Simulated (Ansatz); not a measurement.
# hcp against fcc along the alkali metals

The calculation used DFT, PBEsol, plane waves (420 eV) with PAW, scalar-relativistic in Ansatz. (PAW data from PBE, frozen cores regenerated.)

Each structure is relaxed within its symmetry, in the lowest magnetic state of the tried starts. Differences under about 8 meV lie within the error of the k-point mesh.

```tsv
element	E(hcp) − E(fcc) (meV/atom)	V(hcp) (Å³/atom)	V(fcc) (Å³/atom)	state of hcp	state of fcc
Li	0	20.18	20.15	spin not included	spin not included
Na	-1	36.40	36.36	spin not included	spin not included
K	1	71.32	71.32	spin not included	spin not included
Rb	-1	87.10	87.10	spin not included	spin not included
Cs	-1	110.45	110.45	spin not included	spin not included
```
